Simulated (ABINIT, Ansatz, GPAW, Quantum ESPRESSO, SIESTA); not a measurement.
## One calculation of Ti3Se, 5 ways

```
Se Ti
1.0
     3.19745    0.00000    0.00000
    -1.59872    2.76907    0.00000
     0.00000    0.00000    7.94275
Se Ti
1 3
Direct
  0.99885 0.00647 0.00364
  0.64870 0.33556 0.49647
  0.33987 0.68278 0.77849
  0.33023 0.67526 0.22373
```

The cell comes from a database or a generator and needn't be the stable form of this composition.

Atoms were shifted at random by some hundredths of an Å from the given cell, which wasn't relaxed again for these runs.

Alike in all runs: task single point; functional PBEsol; k mesh 10 × 10 × 4; occupations fermi-dirac, width 0.05 eV; no spin polarisation; no spin-orbit coupling. A missing gap at this level doesn't show that the real crystal is a metal. Pressure is positive in compression and, in plane waves, holds the error of the finite cutoff.

```csv
program and potentials,plane-wave cutoff (eV),notes,band gap (eV),pressure (GPa),largest force (eV/Å),energy over the undisturbed cell (meV/atom)
"ABINIT, JTH PAW PBE v2.0",408,potentials made for PBE; 10.5 valence electrons an atom on average,no gap,-3.50,0.386,5.66
"GPAW, PAW data sets generated for this functional",600,10.5 valence electrons an atom on average,no gap,-4.06,0.391,5.76
"Quantum ESPRESSO, GBRV 1.5 PBEsol",612,10.5 valence electrons an atom on average,no gap,-3.85,0.370,5.33
"SIESTA, files PseudoDojo sr-pbesol-0.4.1-standard, DZP (energy shift 0.003 Ry; two zetas on semicore shells)",-,atomic basis; 13 valence electrons an atom on average,no gap,-2.08,0.739,12.19
"Ansatz, all-electron LAPW, scalar-relativistic",-,-,no gap,-3.85,0.366,-
```

Force on atom 3 (Ti), eV/Å:

```tsv
program and potentials	x	y	z
ABINIT, JTH PAW PBE v2.0	-0.104	-0.148	-0.342
GPAW, PAW data sets generated for this functional	-0.105	-0.148	-0.347
Quantum ESPRESSO, GBRV 1.5 PBEsol	-0.104	-0.147	-0.323
SIESTA, files PseudoDojo sr-pbesol-0.4.1-standard, DZP (energy shift 0.003 Ry; two zetas on semicore shells)	-0.109	-0.156	-0.714
Ansatz, all-electron LAPW, scalar-relativistic	-0.104	-0.147	-0.318
```

None finds a gap. The pressure spans -4.06 (GPAW, PAW data sets generated for this functional) to -2.08 GPa (SIESTA, files PseudoDojo sr-pbesol-0.4.1-standard, DZP (energy shift 0.003 Ry; two zetas on semicore shells)), with all-electron results at -3.85. The pressure on the cell as given of SIESTA, files PseudoDojo sr-pbesol-0.4.1-standard, DZP (energy shift 0.003 Ry; two zetas on semicore shells) lies far from the others; the cause wasn't traced. Rows in atomic bases carry the error of their basis and grid, which can be large.

The functional is the same throughout but for its coding, so the spread measures potentials, basis and numerics; runs on potential files found faulty are left out.
